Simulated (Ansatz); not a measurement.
Si2Ni (fluorite or antifluorite type, Fm-3m) at seven volumes, PBEsol (plane waves, PAW; program Ansatz), scaled uniformly. One row is withheld.

| V (Å³/atom) | P (GPa) |
|---|---|
| 11.863 | 18.85 |
| 12.254 | ? |
| 12.646 | 5.19 |
| 13.037 | 0.00 |
| 13.428 | -4.32 |
| 13.819 | -8.02 |
| 14.210 | -11.10 |

Fit the shown pressures and predict the withheld one.

Third-order Birch–Murnaghan: P = (3/2)B₀(x^(7/2) − x^(5/2))[1 + (3/4)(B′ − 4)(x − 1)] with x = (V₀/V)^(2/3). Least squares on the six rows gives V₀ = 13.038 Å³/atom, B₀ = 158.6 GPa, B′ = 4.85. At V = 12.254, x = 1.0422 and P = 11.43 GPa. The run itself gave 11.44 GPa.

The PBEsol relaxation kept the symmetry of its start. The run is not spin-polarised.

Potentials: the earlier of the program's two PAW sets. The files were generated under PBE; for other functionals the program regenerates the frozen cores, and for LDA and PBEsol the local potential too.
